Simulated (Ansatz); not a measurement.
The elements of this relaxed trial crystal are hidden behind letters.

```
lattice vectors (Å)
   4.1269    0.0000    0.0000
   0.0000    4.1297    5.8385
   0.0000   -4.1297    5.8385
fractional positions
X 0.0000 0.0001 0.0001
X 0.5000 0.5005 0.9992
X 0.5000 0.9992 0.5005
Z 0.0000 0.5007 0.5007
Q 0.0000 0.8911 0.3697
Q 0.5000 0.3636 0.3636
Q 0.0000 0.3697 0.8911
Q 0.5000 0.8751 0.8751
```

All numbers below come from DFT PBE, scalar-relativistic, plane waves, PAW in Ansatz 0.2.0. Settings of the last relaxation (8-atom cell): 420 eV, 8×4×4 k points, Gaussian smearing of 0.02 eV, no spin polarisation.

- Space group: Amm2 (No. 38)
- Conventional cell: a = 4.127 Å, b = 8.259 Å, c = 11.677 Å
- Volume per atom: 24.88 Å³
- Density: 4.13 g/cm³
- Formation energy: −0.409 eV/atom
- Gap on the 8×4×4 mesh of the 8-atom cell: 0.97 eV

Energies are uncorrected and count from the elements' standard states at the same level.

Task: X is a p-block element of period 3, Z is a p-block element of period 5 and Q is a p-block element of period 4. Which elements are they?

Result: X = Al, Z = In, Q = As, so the formula is Al3InAs4. Density times volume gives a mean mass of 4.13 × 24.88/1.6605 = 61.9 u per atom, and this set has 61.9 u. Al on a site of symmetry mm2 has 4 As at 2.49–2.53 Å; In is surrounded by 4 As at 2.61–2.63 Å; As on a site of symmetry m has 3 Al at 2.49 Å and 1 In at 2.63 Å; 3 more sites not described. Other sets within the hints have nearly the same mass, so mass alone doesn't settle it; this one was computed.

Kohn–Sham gaps at this level usually fall short of measured ones. A later test with randomly moved atoms came back to the same energy, though modes that don't fit the test's cell weren't probed.
